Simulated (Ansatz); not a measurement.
Method: DFT PBE, scalar-relativistic, plane waves, PAW (Ansatz 0.2.0). All cells share a 420 eV cutoff and Γ-centred k meshes spaced at most about 0.3 Å⁻¹ (about 0.25 or finer for metals, 2π included). No spin polarisation in the final relaxations.

Temperature and zero-point effects are left out.

Two forms of In2TeO2 were relaxed alike.

A.

Space group P4/mmm (No. 123). a = 3.257 Å, b = 3.257 Å, c = 9.760 Å, α = 90.00°, β = 90.00°, γ = 90.00°
| atom | site | symmetry | x | y | z |
| --- | --- | --- | --- | --- | --- |
| In | 2g | 4mm | 0.0000 | 0.0000 | 0.8469 |
| Te | 1d | 4/mmm | 0.5000 | 0.5000 | 0.5000 |
| O | 1c | 4/mmm | 0.5000 | 0.5000 | 0.0000 |
| O | 1b | 4/mmm | 0.0000 | 0.0000 | 0.5000 |

B.

Space group P4/mmm (No. 123). a = 4.111 Å, b = 4.111 Å, c = 6.686 Å, α = 90.00°, β = 90.00°, γ = 90.00°
| atom | site | symmetry | x | y | z |
| --- | --- | --- | --- | --- | --- |
| In | 1b | 4/mmm | 0.0000 | 0.0000 | 0.5000 |
| In | 1a | 4/mmm | 0.0000 | 0.0000 | 0.0000 |
| Te | 1d | 4/mmm | 0.5000 | 0.5000 | 0.5000 |
| O | 2h | 4mm | 0.5000 | 0.5000 | 0.8005 |

Task: Which form is favoured at zero pressure, and by what margin per atom?

Result: A is lower, by 131 meV/atom. A has space group P4/mmm (No. 123), 20.7 Å³/atom and no gap on its mesh; B has space group P4/mmm (No. 123), 22.6 Å³/atom and no gap. The shortest distance is 2.30 Å (Te–O) in A and 2.01 Å (Te–O) in B. In A, around In lie 4 O at 2.75 Å, 1 In at 2.99 Å, 4 In at 3.26 Å and 1 O at 3.39 Å; Te is surrounded by 4 O at 2.30 Å; O on its first site has 8 In at 2.75 Å and 4 O at 3.26 Å; 1 more site not described. In B, In on its first site is surrounded by 4 Te at 2.91 Å, 2 In at 3.34 Å and 8 O at 3.53 Å; Te has 2 O at 2.01 Å and 4 In at 2.91 Å; O has 1 Te at 2.01 Å, 1 O at 2.67 Å, 4 In at 3.20 Å and 4 In at 3.53 Å; 1 more site not described. Both come from invented guesses. A third cell relaxed alike, in P-3m1, lies 0.68 eV/atom below the lower of the two.

No dispersion correction is applied, so the spacing and binding between layers, chains or molecules are poorly described (P4/mmm at 20.7 Å³/atom), and this can change margins and order among such cells. These runs have no spin–orbit coupling, which can matter for Te. Cells relaxed within their symmetry can be saddle points.
